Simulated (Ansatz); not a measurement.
GaP:
```yaml
crystal:
  lattice:
    - [0.00000, 2.71944, 2.71944]
    - [2.71944, 0.00000, 2.71944]
    - [2.71944, 2.71944, 0.00000]
  atoms:
    - { symbol: Ga, position: [0.00000, 0.00000, 0.00000] }
    - { symbol: P, position: [0.75000, 0.75000, 0.75000] }
```

DFT-PBEsol in the program Ansatz with PAW potentials gives a gap of 1.45 eV without spin–orbit coupling, maximum at Γ, minimum on the Γ–X line, 86 % of the way from Γ.

**Question.** What happens when spin–orbit coupling is switched on?

**Answer.** The gap shrinks by 0.03 eV, to 1.42 eV; maximum at Γ, minimum on the Γ–X line, 86 % of the way from Γ.

**Question.** How large is the spin–orbit splitting of the valence top at Γ?

**Answer.** The fourfold level lies 0.09 eV above the split-off pair.

Space group F-43m (zinc blende). Symmetry was held in the PBEsol relaxation.

Potentials: the earlier of the program's two PAW sets. The files were generated under PBE; for other functionals the program regenerates the frozen cores, and for LDA and PBEsol the local potential too.
